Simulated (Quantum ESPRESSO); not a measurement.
Parts of the isotropic shielding in SrO, by PBE GIPAW (a modified build of Quantum ESPRESSO, JTH PAW datasets), 22.5 Ha, k-mesh 6×6×6 shifted:

```xyz
2
Lattice="0.0000 2.5807 2.5807 2.5807 0.0000 2.5807 2.5807 2.5807 0.0000" Properties=species:S:1:pos:R:3 pbc="T T T"
Sr     0.0000     0.0000     0.0000
O      2.5807     2.5807     2.5807
```
The cell was made here from an entry of the Crystallography Open Database (unchecked): atoms relaxed with PBE in the measured cell (PBE without dispersion, pw.x of Quantum ESPRESSO, symmetry kept).  Stability against distortions was not tested.

The core term is that of the free atom's frozen core; the paramagnetic column sums the reconstruction terms. These are absolute shieldings with no macroscopic susceptibility term; δ = σ_ref − σ needs a reference computed alike. By our sweeps, such settings leave a few ppm in absolute σ on light atoms and up to some 20 ppm from Zn on. No spin–orbit coupling; Sr is the heaviest element present.

| site | core | bare (smooth current) | diamagnetic correction | paramagnetic corrections | σ_iso (ppm) |
|---|---|---|---|---|---|
| Sr (atom 1) | 3441.1 | 86.1 | -5.9 | ___ | ___ |
| O (atom 2) | 271.1 | -48.8 | 25.7 | ___ | ___ |

Problem. Complete the blanks.

Solution. 
- Sr (atom 1), paramagnetic corrections: -901.2
- Sr (atom 1), σ_iso (ppm): 2620.0
- O (atom 2), paramagnetic corrections: -465.1
- O (atom 2), σ_iso (ppm): -217.2
